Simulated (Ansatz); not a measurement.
⁴¹K nuclear quadrupole resonance in KCaF₃

Cell: a Materials Project structure (computed, not necessarily an observed phase).

Space group Pnma (No. 62); a = 6.2206, b = 8.7158, c = 6.1278 Å.

| site | Wyckoff | site symmetry | x | y | z |
| --- | --- | --- | --- | --- | --- |
| K | 4c | .m. | 0.0397 | 0.2500 | 0.4912 |
| Ca | 4a | -1 | 0.0000 | 0.0000 | 0.0000 |
| F9 | 8d | 1 | 0.2919 | 0.4570 | 0.2067 |
| F17 | 4c | .m. | 0.9715 | 0.2500 | 0.9183 |

One atom of each set is listed.

Method: Kohn–Sham DFT in Ansatz, PBE, plane waves and PAW (field gradients read without the response of the frozen cores, which leaves them typically 4 to 6 % off), scalar-relativistic, 420 eV cutoff, Γ-centred 4×3×4 k-points, Fermi–Dirac smearing 0.02 eV.

⁴¹K: I = 3/2, Q = 73.40 mb (year-2017 value). Static lattice, zero field.

Q: At which frequencies do the ⁴¹K NQR lines lie?

A: For I = 3/2 there is one line, ν = (|C_Q|/2)(1 + η²/3)^½.

| site | atoms | V_zz (10²¹ V/m²) | C_Q (MHz) | η | line frequencies (MHz) |
| --- | --- | --- | --- | --- | --- |
| K | 4 | -1.15 | -2.04 | 0.35 | 1.04 |

Q: And for ³⁹K (I = 3/2, Q = 60.30 mb) on K?

A: C_Q scales with Q to -1.68 MHz, with lines at 0.855 MHz.

Hardware: 1 thread of Arm Neoverse V2 (aarch64; 8 cores open to the job, memory cap 2.5 GiB, no GPU), a shared host with a load of 0.4 a core. Wall time 47 s, CPU time 47 s, peak memory 0.75 GiB.
